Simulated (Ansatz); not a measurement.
Method: DFT PBE, scalar-relativistic, plane waves, PAW (Ansatz 0.2.0). All cells share a 420 eV cutoff and Γ-centred k meshes spaced at most about 0.3 Å⁻¹ (about 0.25 or finer for metals, 2π included). No spin polarisation in the final relaxations.

Temperature and zero-point effects are left out.

Two forms of ZnS3 were relaxed alike.

A. Space group Pm-3m (No. 221), cubic, a = 4.055 Å. Zn is surrounded by 12 S at 2.87 Å; S has 4 Zn at 2.87 Å and 8 S at 2.87 Å.

B. Space group P4/mmm (No. 123), tetragonal, a = 3.169 Å, c = 6.349 Å. Zn has 8 S at 2.70 Å, 4 Zn at 3.17 Å and 2 S at 3.17 Å; S on a site of symmetry 4mm is surrounded by 4 Zn at 2.70 Å, 4 S at 2.79 Å and 6 S at 3.03–3.32 Å; S on a site of symmetry 4/mmm is surrounded by 8 S at 2.79 Å, 4 S at 3.17 Å and 2 Zn at 3.17 Å.

Task: Which would you expect to be lower, and how large is the difference?

Result: B is lower, by 147 meV/atom. A has space group Pm-3m (No. 221), 16.7 Å³/atom and no gap on its mesh; B has space group P4/mmm (No. 123), 15.9 Å³/atom and no gap. Counting S atoms around Zn (those within 1.25 times the shortest such distance or 1.15 times the sum of covalent radii; a plus sign parts nearer from farther groups; the shortest distance is added where it is long for a bond), A has Zn 12 from 2.9 Å and B has Zn 8+2 from 2.7 Å. The denser one is the lower, and pressure would at first widen the difference. Even the lower one lies +0.64 eV/atom against the reference forms of the elements (uncorrected), so neither is stable at this level. Both come from invented guesses. A third cell relaxed alike, in Pm, lies 0.75 eV/atom below the lower of the two.

A magnetic state wasn't ruled out in cells without spin, among them Pm-3m, P4/mmm. Cells relaxed within their symmetry can be saddle points.
